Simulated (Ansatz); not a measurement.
In plane-wave PAW PBEsol (Ansatz code), AlB₂Ru₂ in the orthorhombic phase (Cmmm; Al on 2a, Ru on 4j, B on 4i) relaxes to a = 2.929 Å, b = 12.727 Å, c = 2.797 Å. Against the elements it lies at -0.38 eV/atom, with no fitted shifts.

Electronic character: metallic (no gap).

The bulk modulus is 240 GPa.

The start of the workflow was typed in or built on a structure type; neither database checked (COD, Materials Project) lists it. Whether it is the stable phase at ambient conditions was not checked. The PBEsol relaxation kept the symmetry of its start; whether a distortion lowers the energy is not shown. No spin polarisation was allowed. The volume moved by 16 % from the start of the relaxation. The references are the lowest solids computed at this level, not always the standard phases. Spin–orbit coupling is left out wherever it is not named.

Potentials: the later of the program's two PAW sets.
